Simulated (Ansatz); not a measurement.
Calculated quadrupolar parameters for Bi2S3

The cell is a Materials Project structure (computed, not necessarily an observed phase).

Space group Pnma (No. 62); a = 11.5936, b = 3.9978, c = 11.1606 Å.

```csv
site,Wyckoff,site symmetry,x,y,z
Bi1,4c,.m.,0.0176,0.2500,0.3263
Bi5,4c,.m.,0.1565,0.7500,0.0326
S9,4c,.m.,0.4518,0.7500,0.3712
S13,4c,.m.,0.1216,0.7500,0.4436
S17,4c,.m.,0.7106,0.2500,0.3087
```

One atom of each set is listed.

Computed with Ansatz: DFT, PBE, plane waves and PAW, scalar-relativistic, 420 eV cutoff, Γ-centred 3×7×3 k-points, Fermi–Dirac smearing 0.02 eV.

V_zz is the principal component of the electric field gradient with the largest magnitude, η = (V_xx − V_yy)/V_zz and C_Q = eQV_zz/h.

209Bi: I = 9/2, Q = -516.0 mb; ³³S: I = 3/2, Q = -69.40 mb. Nuclear quadrupole moments: year-2017 set (Pyykkö).

```csv
site,atoms,first shell,"V_xx, V_yy, V_zz (10²¹ V/m²)",η,C_Q (MHz)
Bi1,4,6 S at 2.68–3.07 Å,"1.18, 9.82, -11.00",0.79,137
Bi5,4,5 S at 2.60–2.97 Å; also 2 S at 3.41 Å,"9.70, 12.16, -21.9",0.11,273
S9,4,5 Bi at 2.60–3.07 Å,"-0.46, -4.46, 4.92",0.82,-8.26
S13,4,5 Bi at 2.68–3.41 Å,"3.38, 5.92, -9.30",0.27,15.6
S17,4,3 Bi at 2.70–2.74 Å,"0.98, 2.26, -3.24",0.40,5.44
```

At S17 V_zz stands upright on the plane through its three neighbours (within 1°).

Spin–orbit coupling is left out, which shifts gradients on Bi by a few per cent, and by more where contributions nearly cancel.

The run took 1.7 min of wall time (2.5 min of CPU time) and 1.4 GiB at its peak, on 2 threads of Intel Xeon Processor @ 2.50GHz (Skylake/Cascade Lake) (x86_64; 62 cores open to the job, memory cap 5.0 GiB, no GPU), a shared host with a load of 0.9 a core.
